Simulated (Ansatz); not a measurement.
Computed with DFT PBE, scalar-relativistic, plane waves, PAW (Ansatz 0.2.0). All cells share a 420 eV cutoff and Γ-centred k meshes spaced at most about 0.3 Å⁻¹ (2π included). No spin polarisation in the final relaxations.

Temperature and zero-point effects are left out.

Two forms of Al₃InAs₄ were relaxed alike.

A. Space group Pmm2 (No. 25), orthorhombic, a = 4.124 Å, b = 8.255 Å, c = 5.837 Å. Al on a site of symmetry m is surrounded by 4 As at 2.48–2.50 Å; Al on a site of symmetry mm2 has 4 As at 2.47–2.50 Å; In is surrounded by 4 As at 2.64–2.65 Å; As on a site of symmetry m is surrounded by 3 Al at 2.47–2.49 Å and 1 In at 2.65 Å; around As on a site of symmetry mm2 lie 2 Al at 2.48 Å and 2 In at 2.64 Å; 1 more site not described.

B. Space group P-43m (No. 215), cubic, a = 5.835 Å. Al has 4 As at 2.49 Å; In is surrounded by 4 As at 2.63 Å; around As lie 3 Al at 2.49 Å and 1 In at 2.63 Å.

Problem. Which arrangement of the elements on these sites is preferred, and by what margin?

Solution. They are level within the accuracy (2 meV/atom apart, with A the lower in these runs). The two share one framework of sites and differ in which element sits where. A has Al and In ordered on zinc blende sites, space group Pmm2 (No. 25), 24.8 Å³/atom and a gap of 1.03 eV on its mesh; B has Al and In ordered on zinc blende sites, space group P-43m (No. 215), 24.8 Å³/atom and a gap of 1.16 eV. Counting As atoms around Al and In (those within 1.25 times the shortest such distance or 1.15 times the sum of covalent radii), A and B both have Al 4, In 4. Both come from invented guesses. A third cell relaxed alike, in I-42m, lies 4 meV/atom below the lower of the two.

Kohn–Sham gaps at this level usually fall short of measured ones. Cells relaxed within their symmetry can be saddle points.
